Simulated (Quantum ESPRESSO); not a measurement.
**Band energies of Cd3ZnS4**

```
CELL_PARAMETERS angstrom
      5.75955     0.00000     0.00000
      0.00000     5.75955     0.00000
      0.00000     0.00000     5.75955
ATOMIC_POSITIONS crystal
  S  0.76361 0.76361 0.23639
  S  0.76361 0.23639 0.76361
  S  0.23639 0.23639 0.23639
  S  0.23639 0.76361 0.76361
  Zn 0.00000 0.00000 0.00000
  Cd 0.00000 0.50000 0.50000
  Cd 0.50000 0.00000 0.50000
  Cd 0.50000 0.50000 0.00000
```

PBEsol (Quantum ESPRESSO, PseudoDojo norm-conserving, 102 Ry, no spin-orbit coupling); path ΓXMΓRX,MR; energies in eV from the valence-band maximum.

```csv
k (1/Å),point,band 48,band 49,band 50,band 51,band 52,band 53,band 54,band 55
0.00,Γ,-1.82,-1.82,0.00,0.00,0.00,1.13,3.44,3.44
0.27,,-1.63,-1.63,-1.05,-0.30,-0.30,2.31,3.63,4.15
0.55,X,-2.13,-1.14,-1.14,-0.87,-0.87,3.57,3.60,4.66
0.73,,-1.79,-1.23,-1.16,-0.83,-0.80,3.68,3.73,4.88
0.91,,-1.56,-1.23,-1.16,-0.73,-0.54,3.80,4.09,4.56
1.09,M,-1.84,-0.86,-0.86,-0.85,-0.47,3.85,4.34,4.34
1.28,,-1.44,-1.22,-1.13,-0.94,-0.37,3.57,4.28,4.48
1.48,,-1.69,-1.57,-1.44,-0.65,-0.16,2.77,4.00,4.30
1.67,,-1.78,-1.75,-0.74,-0.17,-0.04,1.82,3.63,3.71
1.86,Γ,-1.82,-1.82,0.00,0.00,0.00,1.13,3.44,3.44
2.02,,-1.82,-1.75,-0.58,-0.05,-0.05,1.64,3.58,3.62
2.18,,-1.64,-1.56,-1.50,-0.19,-0.19,2.33,3.90,3.90
2.33,,-1.37,-1.37,-1.29,-0.37,-0.37,2.75,4.05,4.05
2.49,,-1.07,-1.07,-1.01,-0.53,-0.53,2.88,3.79,3.79
2.65,,-0.85,-0.85,-0.79,-0.59,-0.59,2.87,3.20,3.23
2.81,R,-0.71,-0.71,-0.71,-0.55,-0.55,2.78,2.93,2.93
2.96,,-0.92,-0.80,-0.77,-0.62,-0.60,2.93,3.08,3.24
3.12,,-1.15,-0.91,-0.90,-0.74,-0.69,3.22,3.41,3.91
3.27,,-1.50,-1.02,-0.99,-0.90,-0.78,3.50,3.68,4.59
3.42,,-1.91,-1.10,-1.08,-0.92,-0.85,3.61,3.68,4.82
3.58,X,-2.13,-1.14,-1.14,-0.87,-0.87,3.57,3.60,4.66
3.58,M,-1.84,-0.86,-0.86,-0.85,-0.47,3.85,4.34,4.34
3.76,,-1.42,-0.85,-0.85,-0.82,-0.49,3.58,3.94,3.94
3.94,,-0.83,-0.83,-0.82,-0.75,-0.52,3.06,3.26,3.26
4.12,R,-0.71,-0.71,-0.71,-0.55,-0.55,2.78,2.93,2.93
```

The PBEsol gap is direct, 1.13 eV at Γ.

Spin-orbit splittings are left out.

Geometry of the Materials Project entry, not relaxed at this level.

The structure is a Materials Project entry; no match was found in the copy of COD used, and its stability was not checked.
